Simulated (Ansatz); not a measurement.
CrCoPt2:
```xyz
4
Lattice="3.8797 0.0000 0.0000 0.0000 3.8797 0.0000 0.0000 0.0000 3.7048" Properties=species:S:1:pos:R:3 pbc="T T T"
Co     1.9398     1.9398     0.0000
Pt     0.0000     1.9398     1.8524
Pt     1.9398     0.0000     1.8524
Cr     0.0000     0.0000     0.0000
```
The run is spin-polarised; directions of the spins, atom by atom: ↓ 0 0 ↑.

Relaxed with r²SCAN.

### Question
Give the Bader charges and basin volumes of the independent atoms, the program Ansatz at the r²SCAN level (PAW).

### Answer


| atom | Bader charge (e) | Bader volume (Å³) |
|---|---|---|
| Co1 | +0.47 | 10.6 |
| Pt2 | -0.77 | 17.8 |
| Cr4 | +1.07 | 9.7 |

Space group P4/mmm. The workflow started from an entry of the Crystallography Open Database (COD). Whether it is the stable phase at ambient conditions was not checked. Symmetry was held in the r²SCAN relaxation, as lowered by the spin order; whether a distortion lowers the energy is not shown. The final state is ferrimagnetic, chosen from 4 collinear starts compared on coarse meshes (ties went to the first, and starts can fall back to one state), not a proven ground state. Other orbital occupations within this spin state were not tried. Spin–orbit coupling is left out wherever it is not named.

Potentials: the later of the program's two PAW sets.
